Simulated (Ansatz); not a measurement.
Input:

Mg:
```
CELL_PARAMETERS angstrom
      3.20992     0.00000     0.00000
     -1.60496     2.77987     0.00000
      0.00000     0.00000     5.14061
ATOMIC_POSITIONS crystal
  Mg 0.33333 0.66667 0.75000
  Mg 0.66667 0.33333 0.25000
```

This is the PBE-relaxed structure. Tensor components refer to the Cartesian frame of this cell.

### Question
All from plane-wave PAW PBE (Ansatz code), unless another level is named. Predict the Debye temperature from the elastic constants.

### Answer
383 K.

### Question
And the elastic constants (relaxed ions, GPa)?

### Answer
C11 = 60.7, C12 = 25.2, C13 = 21.3, C33 = 68.6, C44 = 18.4.

Space group P6_3/mmc (hcp (Mg type)). Symmetry was held in the PBE relaxation. As this level gives no gap, shear constants depend on the k-mesh and smearing (Fermi–Dirac, 0.1 eV here). On the denser mesh and wider smearing of the elastic run this cell carries a stress of 0.5 GPa.

Potentials: the later of the program's two PAW sets.
